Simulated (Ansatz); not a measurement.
## BN: a run for the field gradients

```yaml
crystal:
  lattice:
    - [2.5016395345, 0.0, 0.0]
    - [-1.2508197673, 2.166483388, 0.0]
    - [0.0, 0.0, 7.36932017]
  atoms:
    - { symbol: B, position: [0.6666666667, 0.3333333333, 0.75] }
    - { symbol: B, position: [0.3333333333, 0.6666666667, 0.25] }
    - { symbol: "N", position: [0.0, 0.0, 0.75] }
    - { symbol: "N", position: [0.0, 0.0, 0.25] }
kpoints:
  mp_grid: { grid: [14, 14, 4] }
scf:
  occupations: { method: fermi_dirac, width: 0.02 }
  max_iter: 60
hamiltonian:
  xc: pbe
  pseudopotentials: { kind: paw }
output:
  forces: true
  stress: true
  populations: true
  efg:
    quadrupole_moments_barn: { B: 0.04059, "N": 0.02044 }
    contact_densities: true
ENCUT: 400
```

```sh
ansatz run input.yaml --threads 4 --pin off --max-ram 8192MiB --backend cpu --events-out ev --progress --plain --runs-dir out
```

Question: Does this calculation finish, and if not, why?

Answer: The input was rejected before any iteration. The input holds a keyword of another program. The program says:

```
Error: YAML parse error: error: line 26 column 1: unknown field `ENCUT`, expected one of crystal, accuracy, basis, kpoints, hamiltonian, magnetization, projection, total_charge, correlation, batch, efield, external_charges, scf, relax, neb, saddle, md, ramp, phonons, dielectric, real_time, elastic, magnetic_configurations, gw, evaluate, workflow, output, checkpoint, execution
  --> <input>:26:1
   |
24 |     quadrupole_moments_barn: { B: 0.04059, "N": 0.02044 }
25 |     contact_densities: true
26 | ENCUT: 400
   | ^ unknown field `ENCUT`, expected one of crystal, accuracy, basis, kpoints, hamiltonian, magnetization, projection, total_charge, correlation, batch, efield, external_charges, scf, relax, neb, saddle, md, ramp, phonons, dielectric, real_time, elastic, magnetic_configurations, gw, evaluate, workflow, output, checkpoint, execution
```

Against a sound input the change was `ENCUT`: not typed → 400; `scf.max_iter`: not typed → 60.

With the sound settings the run converges and gives V_zz (10²¹ V/m²) B 2.79 (η 0.00), N -0.23 (η 0.00).
